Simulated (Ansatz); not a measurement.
Data sheet: InSb (DFT)

InSb:
```cif
data_In2Sb2
_chemical_formula_sum 'In2 Sb2'
_space_group_name_H-M_alt 'P63mc'
_space_group_IT_number 186
_space_group_name_Hall 'P 6c -2c'
_cell_length_a 4.62195
_cell_length_b 4.62195
_cell_length_c 7.58664
_cell_angle_alpha 90.000
_cell_angle_beta 90.000
_cell_angle_gamma 120.000
loop_
_atom_site_label
_atom_site_type_symbol
_atom_site_symmetry_multiplicity
_atom_site_Wyckoff_symbol
_atom_site_fract_x
_atom_site_fract_y
_atom_site_fract_z
_atom_site_occupancy
In1 In 2 b 0.33333 0.66667 0.49983 1
Sb1 Sb 2 b 0.33333 0.66667 0.12537 1
```

Space group P6_3mc (No. 186), wurtzite; conventional cell a = 4.6220 Å, b = 4.6220 Å, c = 7.5866 Å, α = 90.00°, β = 90.00°, γ = 120.00°.

Method: plane-wave PAW HSE06 (Ansatz code). The cell and atoms are relaxed at this level. Other levels are named where they apply.

Cell and energy:

```
Quantity              Value
---------------  ----------
Volume per atom    35.09 Å³
Density          5.60 g/cm³
```

Electronic structure:

```
Property                                                                              Result
----------------------------  --------------------------------------------------------------
Band gap                                                                    0.31 eV (direct)
Valence-band maximum                                                                    at Γ
Conduction-band minimum                                                                 at Γ
Gap with spin–orbit coupling  0.06 eV (at the special points and the edges found without it)
```

Mechanics:

```
Item                                  Result
----------------------------------  --------
Bulk modulus (Birch–Murnaghan fit)  44.1 GPa
Pressure derivative B′                   4.7
```

Charges:

```
Property                     Result
-------------  --------------------
Bader charges  In +0.57, Sb -0.57 e
```

A made-up cell: these elements were put on the sites of a structure type; neither database checked (COD, Materials Project) lists it. It is not the phase usual at ambient conditions (space group No. 216). The cell was relaxed with HSE06 under the symmetry of its start; its stability against distortions is not shown here. The hybrid was solved on a coarse mesh, the path and, where they were found, the r²SCAN edge points; its band edges are the extreme levels among these. Spin–orbit coupling is left out wherever it is not named.

Potentials: the later of the program's two PAW sets.
